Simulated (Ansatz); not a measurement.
LaTiHO2:
Space group P4/mmm (No. 123); a = 4.0047 Å, b = 4.0047 Å, c = 3.6652 Å, α = 90.00°, β = 90.00°, γ = 90.00°

```
atom  site  symmetry       x       y       z
----  ----  --------  ------  ------  ------
La      1d     4/mmm  0.5000  0.5000  0.5000
Ti      1a     4/mmm  0.0000  0.0000  0.0000
O       2f      mmm.  0.0000  0.5000  0.0000
H       1b     4/mmm  0.0000  0.0000  0.5000
```

Relaxed at zero pressure with the program Ansatz at the r²SCAN level (PAW).

Q: The volume is raised by 6 % and shape and atoms relax at that volume. What pressure results, and how do the axes share the change?

A: -7.9 GPa; a 1.4 %, b 1.4 %, c 3.1 %; the energy rises by 18 meV/atom.

Q: Give the new structure.

A: 
Space group P4/mmm (No. 123); a = 4.061 Å, b = 4.061 Å, c = 3.778 Å, α = 90.00°, β = 90.00°, γ = 90.00°

```json
[
 {"atom": "La", "site": "1d", "symmetry": "4/mmm", "x": "0.5000", "y": "0.5000", "z": "0.5000"},
 {"atom": "Ti", "site": "1a", "symmetry": "4/mmm", "x": "0.0000", "y": "0.0000", "z": "0.0000"},
 {"atom": "O", "site": "2f", "symmetry": "mmm.", "x": "0.0000", "y": "0.5000", "z": "0.0000"},
 {"atom": "H", "site": "1b", "symmetry": "4/mmm", "x": "0.0000", "y": "0.0000", "z": "0.5000"}
]
```

The phase is kept; no other phase was compared at this pressure.

The start of the workflow was typed in or built on a structure type; neither database checked (COD, Materials Project) lists it. Its standing as an ambient phase is unchecked. The cell was relaxed with r²SCAN under the symmetry of its start; whether a distortion lowers the energy is not shown. The workflow began spin-polarised and lost its moments. Scalar-relativistic: spin–orbit coupling is off unless named, which matters more the heavier the elements.

Potentials: the earlier of the program's two PAW sets. The files were generated under PBE; for other functionals the program regenerates the frozen cores, and for LDA and PBEsol the local potential too.
